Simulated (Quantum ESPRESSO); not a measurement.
Space group P-3m1 (No. 164); a = 3.6743 Å, b = 3.6743 Å, c = 6.2288 Å, α = 90.00°, β = 90.00°, γ = 120.00°

| atom | site | symmetry | x | y | z |
|---|---|---|---|---|---|
| S | 2d | 3m. | 0.3333 | 0.6667 | 0.2346 |
| Sn | 1a | -3m. | 0.0000 | 0.0000 | 0.0000 |

The geometry is that of Materials Project entry mp-1170, symmetrised and not relaxed again.

Problem. What does LDA (Quantum ESPRESSO, PseudoDojo norm-conserving, 72 Ry, scalar-relativistic) give for the electronic structure near the Fermi level?

Solution. The LDA gap is indirect, 1.39 eV, from 33 % of the way from Γ to M to 40 % of the way from L to M; the smallest direct gap is 1.71 eV. Another conduction extremum on the path lies within 0.02 eV, too close to call. Spin-orbit splittings are left out.

The distance between layers or molecules is the database entry's, not relaxed here. Functionals without dispersion can leave it too large, which widens gaps and weakens the response across layers: the numbers belong to this cell.
